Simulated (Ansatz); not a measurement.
BP at 6 GPa: from Born charge to LO–TO splitting and polaron coupling

These are results of DFT LDA, scalar-relativistic, plane waves, PAW (Ansatz), not measurements. Cutoff 420 eV, 10×10×10 k-points (Γ-centred), fixed occupations. No spin polarisation. Phonons by linear response, acoustic sum rule imposed.

The cell, relaxed at 6 GPa:
```yaml
crystal:
  lattice:
    - [0.00000, 2.22130, 2.22130]
    - [2.22130, 0.00000, 2.22130]
    - [2.22130, 2.22130, 0.00000]
  atoms:
    - { symbol: B, position: [0.00000, 0.00000, 0.00000] }
    - { symbol: P, position: [0.75000, 0.75000, 0.75000] }
```

Linear response gives ν_TO = 847.7 cm⁻¹, Born charges ±0.745 e (positive on P) and ε∞ = 9.170. The primitive cell holds 21.920 Å³, and the masses are 10.810 and 30.974 amu.

Problem. Find ν_LO and the static dielectric constant.

Solution. The long-wave field adds a restoring force: ω_LO² − ω_TO² = Z*²e²/(ε_vac ε∞ μV). In these units ν_LO² − ν_TO² = 4.92064×10⁷ Z*²/(μ V ε∞) cm⁻², with μ = m₁m₂/(m₁ + m₂) = 8.013 amu: 16951 cm⁻². So ν_LO = √(847.7² + 16951) = 857.6 cm⁻¹, and the run gives 857.6. Lyddane–Sachs–Teller then gives ε0 = ε∞ (ν_LO/ν_TO)² = 9.39, against 9.39 in the run (it forms both from the same three quantities, so the match checks the arithmetic only). Between ν_TO and ν_LO the dielectric function is negative and an undamped crystal reflects fully: a reststrahlen band from 11.7 to 11.8 μm.

Problem. What do the Clausius–Mossotti polarisability and the Szigeti charge come to?

Solution. With the Lorentz local field, α = (3V/4π)(ε∞ − 1)/(ε∞ + 2) = 3.83 Å³ for the pair, and e_S = 3Z*/(ε∞ + 2) = 0.20 e. The Born charge includes the electrons' response to the dipole's own local field, and e_S takes that enhancement out. The Lorentz field assumes point-like polarisable ions, a poor picture once ε∞ is this large, since the electron clouds then overlap or are shared, so both numbers are formal here.

Problem. How strongly does a slow electron couple to the LO mode?

Solution. For one isotropic parabolic band, Fröhlich's constant is α_F = (1/ε∞ − 1/ε0) √(m* Ry/ħω_LO), with Ry = 13.606 eV, ħω_LO = 106.3 meV and m* in free-electron masses: α_F = 0.0025 × 11.31 × √m* = 0.03 √m*. The band mass isn't part of this run; for m* = 0.1, 0.3 and 1 it gives 0.01, 0.02, 0.03. In weak coupling the polaron lies α_F ħω_LO below the band edge (2 meV at m* = 0.3) with a mass m*(1 + α_F/6); past α_F of about 5 or 6 that expansion fails. A semilocal functional's ε∞ tends to be too large, which taken alone lowers α_F.

Cost: 1 run of about 0.21 core-minutes, on Intel Xeon 6975P-C (Granite Rapids) (shared hosts).